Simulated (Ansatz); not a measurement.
MoPt (CsCl type), relaxed with PBE (Ansatz, a quantum-chemistry and plane-wave program, plane waves, PAW): a = b = c = 3.1762 Å, α = β = γ = 90.00°.

* **ΔH_f (eV/atom)**: 0.23
* **B₀ by P(V) fit (GPa)**: 245

### Question
The same phase is relaxed and computed with r²SCAN in the same code. What are the cell and these values now?

### Answer
a = b = c = 3.158 Å, α = β = γ = 90.00°.

* **ΔH_f (eV/atom)**: 0.27
* **B₀ by P(V) fit (GPa)**: 264

Typed or built starts, not in the databases checked: MoPt, CsCl type. Unstable at this level: MoPt, CsCl type with r²SCAN. All cells were relaxed under the symmetry of their starts (and spin orders); stability against distortions was not tested throughout. Rows with no word on spin ran without spin polarisation. Scalar-relativistic: spin–orbit coupling is off unless named, which matters more the heavier the elements.

Potentials: the earlier of the program's two PAW sets.

Ansatz is a plane-wave DFT program.

Formation energies count from the lowest solids of the elements computed at the same level, not from gases.
